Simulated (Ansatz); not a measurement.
SiNi$_{3}$ (Cu3Au type, Pm-3m) at seven volumes, DFT-PBE in the program Ansatz with PAW potentials, scaled uniformly. One row is withheld.

| V (Å³/atom) | P (GPa) |
|---|---|
| 9.805 | 25.22 |
| 10.129 | 15.34 |
| 10.452 | 7.03 |
| 10.775 | 0.03 |
| 11.098 | -5.86 |
| 11.422 | -10.81 |
| 11.745 | ? |

### Question
Fit the shown pressures and predict the withheld one.

### Answer
P = (3/2)B₀(x^(7/2) − x^(5/2))[1 + (3/4)(B′ − 4)(x − 1)] with x = (V₀/V)^(2/3). Least squares on the six rows gives V₀ = 10.777 Å³/atom, B₀ = 213 GPa, B′ = 4.71. At V = 11.745, x = 0.9443 and P = -14.97 GPa. The run itself gave -14.97 GPa.

Symmetry was held in the PBE relaxation; of distortions, only those at the zone centre were tested. The workflow began spin-polarised and lost its moments.

Potentials: the later of the program's two PAW sets.
